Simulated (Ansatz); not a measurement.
PbS:
```cif
data_PbS
_chemical_formula_sum 'S1 Pb1'
_space_group_name_H-M_alt 'P 1'
_space_group_IT_number 1
_cell_length_a 4.70050
_cell_length_b 4.70050
_cell_length_c 4.70050
_cell_angle_alpha 60.000
_cell_angle_beta 60.000
_cell_angle_gamma 60.000
loop_
_space_group_symop_operation_xyz
  'x, y, z'
loop_
_atom_site_label
_atom_site_type_symbol
_atom_site_fract_x
_atom_site_fract_y
_atom_site_fract_z
_atom_site_occupancy
S1 S 0.75000 0.75000 0.75000 1
Pb1 Pb 0.00000 0.00000 0.00000 1
```

Relaxed with PBE.

Problem. Give the optical modes at the zone centre with their infrared and Raman activity from DFPT, PBE (plane waves, PAW; program Ansatz).

Solution. Transverse frequencies, without the LO–TO term; a row sums one degenerate level.

```json
[
 {"ω (cm⁻¹)": "169", "degeneracy": "3", "IR ((D/Å)²/amu)": "13.83", "Raman (Å⁴/amu)": "2100", "activity": "IR+Raman", "symmetry": "T2"}
]
```

Problem. How high does the top mode go among those that the LO–TO term moves?

Solution. 219 cm⁻¹ for q along x.

Space group F-43m (zinc blende). The cell is a constructed one: a structure type filled with these elements; neither database checked (COD, Materials Project) lists it. It is not the phase usual at ambient conditions (space group No. 225). Symmetry was held in the PBE relaxation. At this level the phase is mechanically unstable. Scalar-relativistic: spin–orbit coupling is off unless named, which matters more the heavier the elements.

Potentials: the later of the program's two PAW sets.
